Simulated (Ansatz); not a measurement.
Computed with DFT PBE, scalar-relativistic, plane waves, PAW (Ansatz). Cutoff 420 eV, Γ-centred meshes of about 0.25 Å⁻¹ or finer for metals and 0.3 Å⁻¹ for insulators (2π included), Gaussian smearing. No spin polarisation.

These are static total energies at zero pressure.

Compare these two cells of Bi6O, each relaxed at this level.

A.

```
Bi O
1.0
     3.12204    1.80251    5.73523
    -3.12204    1.80251    5.73523
     0.00000   -3.60502    5.73523
Bi O
6 1
Direct
  0.55479 0.92041 0.27215
  0.27215 0.55479 0.92041
  0.92041 0.27215 0.55479
  0.07959 0.72784 0.44521
  0.72784 0.44521 0.07959
  0.44521 0.07959 0.72784
  0.00000 0.00000 0.00000
```

B.

```
Bi O
1.0
     6.21029    0.00000    0.00000
    -3.10515    5.37827    0.00000
     0.00000    0.00000    5.85093
Bi O
6 1
Direct
  0.35968 0.00000 0.24230
  0.00000 0.35968 0.24230
  0.64032 0.64032 0.24230
  0.00000 0.64032 0.75770
  0.64032 0.00000 0.75770
  0.35968 0.35968 0.75770
  0.00000 0.00000 0.00000
```

**Question.** Which form is favoured at zero pressure, and by what margin per atom?

**Answer.** They are level within the accuracy (3 meV/atom apart, with A the lower in these runs). A has space group R-3 (No. 148), 27.7 Å³/atom and no gap on its mesh; B has space group P-31m (No. 162), 27.9 Å³/atom and no gap. Counting Bi atoms around O (those within 1.25 times the shortest such distance or 1.15 times the sum of covalent radii, 1.27 where that leaves under three; the shortest distance is added where it exceeds 1.18 times the sum of covalent radii), A has O 6 from 2.7 Å and B has O 6 from 2.6 Å. In A, Bi is surrounded by 1 O at 2.67 Å, 10 Bi at 3.39–3.66 Å and 2 Bi at 3.88 Å; O is surrounded by 6 Bi at 2.67 Å. In B, Bi is surrounded by 1 O at 2.65 Å and 12 Bi at 3.33–3.87 Å; O is surrounded by 6 Bi at 2.65 Å. Both come from trial cells of a structure search, whose lowest cell (R3, 30.1 Å³/atom) lies 57 meV/atom below the lower of the two.

The k mesh leaves some 4 meV/atom of noise in the energy of each metallic cell. These runs have no spin–orbit coupling, which can matter for Bi. With atoms moved at random, A (by 57 meV/atom) fell into a lower structure. B had no clear such test and can be a saddle point. Some structure types and database cells were kept out of the candidates from the start, so a known form may be missing.
